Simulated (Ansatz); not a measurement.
# Property card for BiB

BiB:
```yaml
crystal:
  lattice:
    - [0.00000, 2.76074, 2.76074]
    - [2.76074, 0.00000, 2.76074]
    - [2.76074, 2.76074, 0.00000]
  atoms:
    - { symbol: Bi, position: [0.75000, 0.75000, 0.75000] }
    - { symbol: B, position: [0.00000, 0.00000, 0.00000] }
```

Space group F-43m (No. 216), zinc blende; conventional cell a = b = c = 5.521 Å, α = β = γ = 90.00°.

Method: the program Ansatz at the PBE level (PAW). Geometry: relaxed at this level of theory. Other levels are named where they apply.

Cell and energy:

| Quantity | Result |
|---|---|
| Volume per atom | 21.04 Å³ |
| Density | 8.67 g/cm³ |
| Formation energy from the elements (no fitted shifts) | 796 meV/atom |

Electronic structure:

| Item | Result |
|---|---|
| Band gap | 0.16 eV (direct) |
| Valence-band maximum | at Γ |
| Conduction-band minimum | at Γ |
| Electron effective mass | 0.012 mₑ (isotropic) |
| Hole effective mass, band 1 of 3 at the edge | 0.23 along [100], 1.5 along [110], 0.53 along [111] (mₑ) |
| Hole effective mass, band 2 of 3 at the edge | 0.23 along [100], 0.23 along [110], 0.53 along [111] (mₑ) |
| Hole effective mass, band 3 of 3 at the edge | 0.012 along [100], 0.011 along [110], 0.011 along [111] (mₑ) |
| HSE06 gap on the PBE cell | 0.76 eV |
| Gap with spin–orbit coupling | none (metallic) |

Mechanics:

| Property | Value |
|---|---|
| Bulk modulus (Birch–Murnaghan fit) | 72.7 GPa |
| Pressure derivative B′ | 4.7 |
| Elastic constants (relaxed ions, GPa) | C11 = 135, C12 = 42.9, C44 = 74.0 |
| Mechanical stability | stable (all eigenvalues of C positive) |
| Hill bulk and shear moduli | 73.5 and 61.0 GPa |
| Young's modulus | 143 GPa |
| Poisson's ratio | 0.17 |
| Debye temperature from the elastic constants | 315 K |

Phonons:

| Quantity | Value |
|---|---|
| Highest zone-centre frequency (without LO–TO term) | 516 cm⁻¹ |
| Zone-centre stability | no imaginary mode at Γ |

Charges:

| Quantity | Result |
|---|---|
| Bader charges | Bi +0.42, B -0.42 e |

A made-up cell: these elements were put on the sites of a structure type; neither database checked (COD, Materials Project) lists it. Its standing as an ambient phase is unchecked. The PBE relaxation kept the symmetry of its start. The references are the lowest solids computed at this level, not always the standard phases. Scalar-relativistic: spin–orbit coupling is off unless named, which matters more the heavier the elements.

Potentials: the later of the program's two PAW sets.
